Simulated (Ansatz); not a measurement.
Level of theory: DFT PBE, scalar-relativistic, plane waves, PAW in Ansatz 0.2.0. Cutoff 420 eV, Γ-centred meshes of about 0.25 Å⁻¹ or finer for metals and 0.3 Å⁻¹ for insulators (2π included), Gaussian smearing. No spin polarisation.

Relaxed structures of ZrGe2Pd3, with energies over the first row. Coordination counts Ge atoms around Pd and Zr (those within 1.25 times the shortest such distance or 1.15 times the sum of covalent radii; a plus sign parts nearer from farther groups; a slash parts the counts of unlike sites).

```json
{"#": "1", "form": "P-3m1", "sites": "Zr 1a; Ge 2d; Pd 2d, 1b", "V (Å³/atom)": "16.5", "coordination": "Zr 6, Pd 4/6", "ΔE (meV/atom)": "0"}
{"#": "2", "form": "P4mm", "sites": "Zr 1b; Ge 1a, 1b; Pd 1a, 1a, 1b", "V (Å³/atom)": "16.4", "coordination": "Zr 4+1, Pd 4/4+1", "ΔE (meV/atom)": "131"}
```

A further structure, relaxed alike:

```cif
data_structure
_symmetry_space_group_name_H-M 'P 1'
_symmetry_Int_Tables_number 1
_cell_length_a 3.1715
_cell_length_b 3.1715
_cell_length_c 9.9771
_cell_angle_alpha 90.000
_cell_angle_beta 90.000
_cell_angle_gamma 90.000
_cell_volume 100.35
loop_
_atom_site_label
_atom_site_type_symbol
_atom_site_fract_x
_atom_site_fract_y
_atom_site_fract_z
_atom_site_occupancy
Zr1 Zr 0.00000 0.00000 0.00000 1
Ge1 Ge 0.00000 0.00000 0.33813 1
Ge2 Ge 0.00000 0.00000 0.66187 1
Pd1 Pd 0.50000 0.50000 0.50000 1
Pd2 Pd 0.50000 0.50000 0.80706 1
Pd3 Pd 0.50000 0.50000 0.19294 1
```

Question: Where does it fall in the ranking, and at what energy?

Answer: It is the highest, 191 meV/atom above row 1, with space group P4/mmm (No. 123) and 16.7 Å³/atom. Counting Ge atoms around Pd and Zr, this cell has Zr 2, Pd 4/8 and row 1 has Zr 6, Pd 4/6. Zr is surrounded by 8 Pd at 2.96 Å, 4 Zr at 3.17 Å and 2 Ge at 3.37 Å; Ge is surrounded by 8 Pd at 2.67–2.76 Å, 5 Ge at 3.17–3.23 Å and 1 Zr at 3.37 Å; around Pd on a site of symmetry 4/mmm lie 8 Ge at 2.76 Å and 6 Pd at 3.06–3.17 Å; Pd on a site of symmetry 4mm has 4 Ge at 2.67 Å, 4 Zr at 2.96 Å and 5 Pd at 3.06–3.17 Å.

Trial moments fell under 0.15 μB along the way in P-3m1, P4mm and P4/mmm; another start might hold them. With atoms moved at random, row 1 (by 83 meV/atom) fell into a lower structure. Row 2 and the further cell had no clear such test and can be saddle points.
